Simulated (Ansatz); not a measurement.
Relaxed candidate structures of CaO:

A. P6₃/mmc (No. 194), hP4; a = 3.9561 Å, b = 3.9561 Å, c = 4.7434 Å, α = 90.00°, β = 90.00°, γ = 120.00°; Ca 2c (0.333, 0.667, 0.250); O 2d (0.667, 0.333, 0.250)

B. Fm-3m (No. 225), cF8, rock salt type; a = 4.7669 Å, b = 4.7669 Å, c = 4.7669 Å, α = 90.00°, β = 90.00°, γ = 90.00°; O 4a (0.000, 0.000, 0.000); Ca 4b (0.500, 0.500, 0.500)

C. C2/m (No. 12), mS20; a = 9.705 Å, b = 4.783 Å, c = 7.205 Å, α = 90.00°, β = 107.91°, γ = 90.00°; Ca 4i (0.160, 0.500, 0.307); Ca 4i (0.305, 0.000, 0.125); Ca 2c (0.500, 0.500, 0.500); O 2b (0.000, 0.500, 0.000); O 4i (0.163, 0.000, 0.808); O 4i (0.194, 0.000, 0.371)

Task: Order them by energy per atom (lowest first) at the level PBEsol (plane waves to 420 eV, PAW, scalar-relativistic; Ansatz, a first-principles code).

Result: B (reference, the lowest among the structures calculated here), A (+0.090 eV/atom), C (+0.539 eV/atom)

Task: Give each candidate's band gap.

Result: No candidate is metallic. A: 3.14 eV (no spin-orbit coupling); B: 3.54 eV (no spin-orbit coupling); C: 0.36 eV (no spin-orbit coupling).

Each run could gain symmetry but not lose that of its start, so entries can be saddle points. From databases, or of a type measured for this composition: Fm-3m, cF8, rock salt type; the others are generated cells (placed on structure types, drawn at random, substituted or restacked) that were not matched to a known phase here. Energies are at zero temperature and pressure, without zero-point motion. The runs use different k-meshes, so differences are rounded accordingly. No spin polarisation in the result. Gaps of cells over 8 atoms come from the SCF mesh and high-symmetry points alone.
